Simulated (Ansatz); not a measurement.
# How much do the gradients of Ba6LiNb2IrCl2O12 depend on the method?

Cell: a computed structure from the Materials Project (it need not be an observed phase), atoms as given.

Space group P3m1 (No. 156); a = 5.9568, c = 15.5582 Å, γ = 120.00°.

```
site  Wyckoff  site symmetry       x       y       z
 Ba1       1a            3m.  0.0000  0.0000  0.3633
 Ba2       1a            3m.  0.0000  0.0000  0.7890
 Ba3       1b            3m.  0.3333  0.6667  0.6356
 Ba4       1b            3m.  0.3333  0.6667  0.8911
 Ba5       1a            3m.  0.0000  0.0000  0.0665
 Ba6       1b            3m.  0.3333  0.6667  0.2328
  Li       1b            3m.  0.3333  0.6667  0.0632
 Nb8       1c            3m.  0.6667  0.3333  0.8179
 Nb9       1c            3m.  0.6667  0.3333  0.1835
  Ir       1c            3m.  0.6667  0.3333  0.0009
Cl11       1b            3m.  0.3333  0.6667  0.4288
Cl12       1a            3m.  0.0000  0.0000  0.5808
 O13       3d            .m.  0.8192  0.6384  0.9131
 O14       3d            .m.  0.9950  0.4975  0.7579
 O15       3d            .m.  0.8279  0.6557  0.2453
 O18       3d            .m.  0.5086  0.0172  0.0883
```

One atom of each set is listed.

First run. The numbers come from a DFT calculation in Ansatz (PBE, plane waves and PAW, scalar-relativistic, 420 eV cutoff, Γ-centred 5×5×2 k-points, Fermi–Dirac smearing 0.02 eV).

```
site  V_zz (10²¹ V/m²)     η
 Ba1            -15.67  0.00
 Ba2             -1.59  0.00
 Ba3            -15.97  0.00
 Ba5              4.55  0.00
 Ba6              7.41  0.00
  Li              0.79  0.00
 Nb8              1.58  0.00
  Ir              9.10  0.00
Cl11              0.35  0.00
Cl12              0.28  0.00
 O13              7.93  0.24
 O14             -2.05  0.78
 O15             -2.22  0.87
 O18              7.99  0.37
```

Second run. The same atoms and settings, except that the functional is r2SCAN and the cutoff is 500 eV.

(1) What does the second run give?

Answers

(1) 

```csv
site,V_zz,η,change of V_zz
Ba1,-16.29,0.00,-0.62
Ba2,-2.14,0.00,-0.55
Ba3,-16.68,0.00,-0.71
Ba5,4.86,0.00,+0.31
Ba6,6.77,0.00,-0.64
Li,0.81,0.00,+0.02
Nb8,1.54,0.00,-0.04
Ir,6.75,0.00,-2.35
Cl11,-0.21,0.00,-0.56
Cl12,-0.052,0.00,-0.33
O13,7.80,0.28,-0.13
O14,-2.02,0.72,+0.03
O15,-2.13,0.78,+0.09
O18,7.85,0.40,-0.14
```

The largest change of V_zz is on Ir, from 9.10 to 6.75. In per cent, |V_zz| changes by -9 to +34 on Ba, +2 on Li, -2 on Nb, -26 on Ir, -4 to -2 on O (all sites that start above 0.5). V_zz changes sign on Cl11 (same axis), Cl12 (same axis). The table leaves out 2 of the 16 sites, with |V_zz| up to 12.82; their tensors move by 0.07 at most along any direction. The statements above cover all sites.

Spin–orbit coupling is left out, which shifts gradients on Ir by a few per cent, and by more where contributions nearly cancel. With these PAW files V_zz is typically within 2 to 3 % of all-electron values, but misses above 10 % occur on Li.
For the first run: The largest force is 0.4 eV/Å, so the atoms aren't at the calculated equilibrium and relaxing them would move these values.
For the second run: The largest force is 0.8 eV/Å, so the atoms aren't at the calculated equilibrium and relaxing them would move these values.
